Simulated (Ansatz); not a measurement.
Frames from the relaxation of a relaxed SnO cell, doubled along one cell vector, shaken by Gaussian noise of σ = 0.08 Å a coordinate, as extended XYZ (Å, eV, eV/Å, GPa with compression positive). Method: PBEsol (plane waves to 420 eV, PAW, scalar-relativistic; Ansatz, an electronic-structure program). Γ-centred k-mesh 4×8×4 on the run's cell (coarser than for final values), Fermi–Dirac smearing 0.05 eV.

```xyz
8
Lattice="6.7396 0.0000 0.0000 -1.6849 2.9183 0.0000 0.0000 0.0000 6.4429" Properties=species:S:1:pos:R:3:forces:R:3 pbc="T T T" step=1 free_energy=-26038.908 pressure=0.5 accepted=T
Sn    -0.0185    -0.1027     0.0919    0.2840    0.3055    0.3338
Sn     3.3462     0.0217    -0.0232   -0.3788   -0.2965    0.6479
Sn    -0.0537    -0.0408     3.2778    0.7485    0.4217    0.0549
Sn     3.5042    -0.0493     3.2948   -0.6421   -0.4194   -0.2434
O      0.0403     1.9014     1.6602   -0.1737   -0.2888    0.1602
O      3.3375     1.9013     1.5147    0.1040    0.1754   -0.5500
O      1.6539     0.9390     4.7740    0.0311    0.0864   -0.6569
O      5.0664     0.8379     4.8783    0.0271    0.0157    0.2535
8
Lattice="6.7371 -0.0150 0.0033 -1.6908 2.9337 -0.0056 0.0031 -0.0105 6.4790" Properties=species:S:1:pos:R:3:forces:R:3 pbc="T T T" step=2 free_energy=-26039.001 pressure=-0.9 accepted=T
Sn     0.1046    -0.0094     0.1023   -1.4130   -0.5845    0.1606
Sn     3.2072    -0.0685     0.0887    1.3432    0.6767   -0.4215
Sn     0.0589     0.0124     3.3730   -0.5392   -0.2816    0.3825
Sn     3.4211    -0.1109     3.2006    0.6673    0.3159    1.0767
O     -0.0521     1.8218     1.7437    0.0512   -0.1844    0.4163
O      3.4040     1.9747     1.4158   -0.1023   -0.0644   -0.9777
O      1.7371     0.9765     4.6896   -0.2009    0.0265   -1.0480
O      4.9865     0.7640     4.9633    0.1937    0.0959    0.4112
8
Lattice="6.9049 -0.0099 -0.8975 -1.7305 2.9974 0.0000 -0.8580 -0.4953 6.6190" Properties=species:S:1:pos:R:3:forces:R:3 pbc="T T T" step=15 free_energy=-26042.370 pressure=1.5 accepted=T
Sn    -0.0688    -0.0969    -0.2322   -0.0012   -0.0004    0.0013
Sn     3.5239    -0.0207    -0.1733    0.0007    0.0005   -0.0011
Sn    -0.4115    -0.2945     3.2337    0.0060    0.0036   -0.0085
Sn     3.0084    -0.3182     2.9799   -0.0060   -0.0034    0.0079
O     -0.5727     1.6108     2.2916   -0.0043   -0.0028   -0.0022
O      3.7241     2.0932     0.3899   -0.0037   -0.0022    0.0010
O      1.4390     0.7740     3.9219    0.0046    0.0026    0.0026
O      4.0473     0.2816     4.9262    0.0040    0.0022   -0.0010
```

The path has 23 moves and ends in P2₁/m (No. 11), 0.45 eV/atom below its start. Free energies are of the whole cell and compare only within this code, potentials and settings.  No spin polarisation in the result.

The end of the path is a generated cell of SnO: the first start was made by placing the elements on the sites of a structure type, and the end was not matched to a known phase here, so it may be hypothetical. Known forms of SnO include space group No. 129.
